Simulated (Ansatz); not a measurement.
Task: Each is relaxed and computed with r²SCAN (plane waves, PAW; program Ansatz). Which is the only one with a gap?
A. AlRu2C, P6_3/mmc (Al on 2d, Ru on 4f, C on 2a)
B. BaAlSi, P-6m2 (Ba on 1a, Al on 1f, Si on 1d)
C. AlN, zinc blende
D. YAl2Ge2, P-3m1 (Y on 1a, Al on 2d, Ge on 2d)

Result: C, AlN, zinc blende. AlN: gap 3.94 eV (indirect); AlRu2C: metal; BaAlSi: metal; YAl2Ge2: metal. Typed or built starts, not in the databases checked: AlRu2C, P6_3/mmc (Al on 2d, Ru on 4f, C on 2a). Standing as an ambient phase not checked: BaAlSi, P-6m2 (Ba on 1a, Al on 1f, Si on 1d); YAl2Ge2, P-3m1 (Y on 1a, Al on 2d, Ge on 2d). Perhaps ordered models of mixed-site phases: BaAlSi, P-6m2 (Ba on 1a, Al on 1f, Si on 1d). All cells were relaxed under the symmetry of their starts (and spin orders); stability against distortions was not tested throughout. Rows with no word on spin ran without spin polarisation. Scalar-relativistic: spin–orbit coupling is off unless named, which matters more the heavier the elements.

Potentials: the later of the program's two PAW sets.
